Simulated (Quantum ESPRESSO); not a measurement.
pw.x input (Quantum ESPRESSO 7.5; LDA, PseudoDojo standard norm-conserving files, scalar-relativistic):

```
&CONTROL
  calculation = 'scf'
  pseudo_dir = './pseudo'
  outdir = './out'
  tprnfor = .true.
  tstress = .true.
/
&SYSTEM
  ibrav = 0
  nat = 8
  ntyp = 2
  ecutwfc = 84.0
  ecutrho = 336.0
  occupations = 'smearing'
  smearing = 'fd'
  degauss = 0.002
  nbnd = 38
/
&ELECTRONS
  conv_thr = 8e-10
/
ATOMIC_SPECIES
F 18.9984 F.upf
Sc 44.9559 Sc.upf
CELL_PARAMETERS angstrom
  2.851410001000   1.646262332000   4.653357000000
 -2.851410001000   1.646262332000   4.653357000000
  0.000000000000  -3.292524664000   4.653357000000
ATOMIC_POSITIONS crystal
F   0.726580000000   0.250000000000   0.773420000000
F   0.273420000000   0.750000000000   0.226580000000
F   0.773420000000   0.726580000000   0.250000000000
F   0.226580000000   0.273420000000   0.750000000000
F   0.250000000000   0.773420000000   0.726580000000
F   0.750000000000   0.226580000000   0.273420000000
Sc   0.500000000000   0.500000000000   0.500000000000
Sc   0.000000000000   0.000000000000   0.000000000000
K_POINTS automatic
6 6 6 0 0 0
```

End of the output:

```

[...]
     the Fermi energy is     0.5477 ev
!    total energy              =    -489.68385265 Ry
     estimated scf accuracy    <          3.6E-10 Ry
     smearing contrib. (-TS)   =       0.00000000 Ry
     internal energy E=F+TS    =    -489.68385265 Ry
     The total energy is F=E-TS. E is the sum of the following terms:
     one-electron contribution =    -318.78230919 Ry
     hartree contribution      =     183.12251370 Ry
     xc contribution           =     -96.83953808 Ry
     ewald contribution        =    -257.18451908 Ry
     convergence has been achieved in  10 iterations
     Forces acting on atoms (cartesian axes, Ry/au):
     atom    1 type  1   force =     0.00124413    0.00215489    0.00000000
     atom    2 type  1   force =    -0.00124413   -0.00215489    0.00000000
     atom    3 type  1   force =    -0.00248826    0.00000000    0.00000000
     atom    4 type  1   force =     0.00248826    0.00000000    0.00000000
     atom    5 type  1   force =     0.00124413   -0.00215489   -0.00000000
     atom    6 type  1   force =    -0.00124413    0.00215489    0.00000000
     atom    7 type  2   force =    -0.00000000    0.00000000   -0.00000000
     atom    8 type  2   force =     0.00000000   -0.00000000   -0.00000000
     Total force =     0.006095     Total SCF correction =     0.000002
     Computing stress (Cartesian axis) and pressure
          total   stress  (Ry/bohr**3)                   (kbar)     P=      -50.24
  -0.00034503   0.00000000   0.00000000          -50.76        0.00        0.00
   0.00000000  -0.00034503  -0.00000000            0.00      -50.76       -0.00
   0.00000000   0.00000000  -0.00033448            0.00        0.00      -49.20
```
In a gapped system the printed Fermi energy is only some level inside the gap.

Geometry of the Materials Project entry, not relaxed at this level.
